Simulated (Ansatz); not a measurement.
Geometry optimisation in Ansatz: input, command and trajectory.

```yaml
crystal:
  lattice:
    - [0.0, 4.2221789053, 4.2221789053]
    - [4.2221789053, 0.0, 4.2221789053]
    - [4.2221789053, 4.2221789053, 0.0]
  atoms:
    - { symbol: Ti, position: [0.8589081606, 0.3803639465, 0.3803639465] }
    - { symbol: Ti, position: [0.3803639465, 0.3803639465, 0.3803639465] }
    - { symbol: Ti, position: [0.3803639465, 0.3803639465, 0.8589081606] }
    - { symbol: Ti, position: [0.8696360535, 0.3910918394, 0.8696360535] }
    - { symbol: Ti, position: [0.8696360535, 0.8696360535, 0.8696360535] }
    - { symbol: Ti, position: [0.3910918394, 0.8696360535, 0.8696360535] }
    - { symbol: Ti, position: [0.8696360535, 0.8696360535, 0.3910918394] }
    - { symbol: Ti, position: [0.3803639465, 0.8589081606, 0.3803639465] }
    - { symbol: C, position: [0.625, 0.625, 0.625] }
    - { symbol: C, position: [0.125, 0.625, 0.625] }
    - { symbol: C, position: [0.625, 0.625, 0.125] }
    - { symbol: C, position: [0.625, 0.125, 0.625] }
basis:
  ecutwfc: 500
kpoints:
  mp_grid: { grid: [8, 8, 8] }
hamiltonian:
  xc: r2scan
scf:
  occupations: { method: gaussian, width: 0.1 }
output:
  forces: true
  stress: true
  eigenvalues: true
  write_density: true
  write_potential: true
  elf: true
  volumetric_format: npy
relax:
  adjacent_minimum: "off"
  f_tol: 0.01
  max_steps: 30
```

```bash
ansatz run input.yaml --threads 2 --pin off --max-ram 5120MiB --backend cpu --events-out ev --progress --plain --runs-dir out
```

These are results of DFT r2SCAN, scalar-relativistic, plane waves, PAW in Ansatz, not measurements.

The volume is held at 0.94 times that of the relaxed cell.

Of 3 frames 3 are shown, positions in Å and forces in eV/Å; the SCF threshold varies from step to step.

```xyz
12
Lattice="0.0000 4.2222 4.2222 4.2222 0.0000 4.2222 4.2222 4.2222 0.0000" Properties=species:S:1:pos:R:3:forces:R:3 pbc="T T T" step=1 free_energy_over_end_meV_per_atom=1.70
Ti    3.2119    5.2324    5.2324   -0.2137    0.2137    0.2137
Ti    3.2119    3.2119    3.2119   -0.2137   -0.2137   -0.2137
Ti    5.2324    5.2324    3.2119    0.2137    0.2137   -0.2137
Ti    5.3230    7.3435    5.3230   -0.2137    0.2137   -0.2137
Ti    7.3435    7.3435    7.3435    0.2137    0.2137    0.2137
Ti    7.3435    5.3230    5.3230    0.2137   -0.2137   -0.2137
Ti    5.3230    5.3230    7.3435   -0.2137   -0.2137    0.2137
Ti    5.2324    3.2119    5.2324    0.2137   -0.2137    0.2137
C     5.2777    5.2777    5.2777    0.0000    0.0000    0.0000
C     5.2777    3.1666    3.1666    0.0000    0.0000    0.0000
C     3.1666    3.1666    5.2777    0.0000    0.0000    0.0000
C     3.1666    5.2777    3.1666    0.0000    0.0000    0.0000
12
Lattice="0.0000 4.2222 4.2222 4.2222 0.0000 4.2222 4.2222 4.2222 0.0000" Properties=species:S:1:pos:R:3:forces:R:3 pbc="T T T" step=2 free_energy_over_end_meV_per_atom=0.06
Ti    3.2024    5.2419    5.2419    0.0373   -0.0373   -0.0373
Ti    3.2024    3.2024    3.2024    0.0373    0.0373    0.0373
Ti    5.2419    5.2419    3.2024   -0.0373   -0.0373    0.0373
Ti    5.3135    7.3530    5.3135    0.0373   -0.0373    0.0373
Ti    7.3530    7.3530    7.3530   -0.0373   -0.0373   -0.0373
Ti    7.3530    5.3135    5.3135   -0.0373    0.0373    0.0373
Ti    5.3135    5.3135    7.3530    0.0373    0.0373   -0.0373
Ti    5.2419    3.2024    5.2419   -0.0373    0.0373   -0.0373
C     5.2777    5.2777    5.2777    0.0000    0.0000    0.0000
C     5.2777    3.1666    3.1666    0.0000    0.0000    0.0000
C     3.1666    3.1666    5.2777    0.0000    0.0000    0.0000
C     3.1666    5.2777    3.1666    0.0000    0.0000    0.0000
12
Lattice="0.0000 4.2222 4.2222 4.2222 0.0000 4.2222 4.2222 4.2222 0.0000" Properties=species:S:1:pos:R:3:forces:R:3 pbc="T T T" step=3 free_energy_over_end_meV_per_atom=0.00
Ti    3.2039    5.2405    5.2405    0.0008   -0.0008   -0.0008
Ti    3.2039    3.2039    3.2039    0.0008    0.0008    0.0008
Ti    5.2405    5.2405    3.2039   -0.0008   -0.0008    0.0008
Ti    5.3149    7.3516    5.3149    0.0008   -0.0008    0.0008
Ti    7.3516    7.3516    7.3516   -0.0008   -0.0008   -0.0008
Ti    7.3516    5.3149    5.3149   -0.0008    0.0008    0.0008
Ti    5.3149    5.3149    7.3516    0.0008    0.0008   -0.0008
Ti    5.2405    3.2039    5.2405   -0.0008    0.0008   -0.0008
C     5.2777    5.2777    5.2777    0.0000    0.0000    0.0000
C     5.2777    3.1666    3.1666    0.0000    0.0000    0.0000
C     3.1666    3.1666    5.2777    0.0000    0.0000    0.0000
C     3.1666    5.2777    3.1666    0.0000    0.0000    0.0000
```

Time: 60 s on 2 threads of Oxide Virtual Turin-like Processor (Zen 5) (shared host), peak memory 1.2 GiB.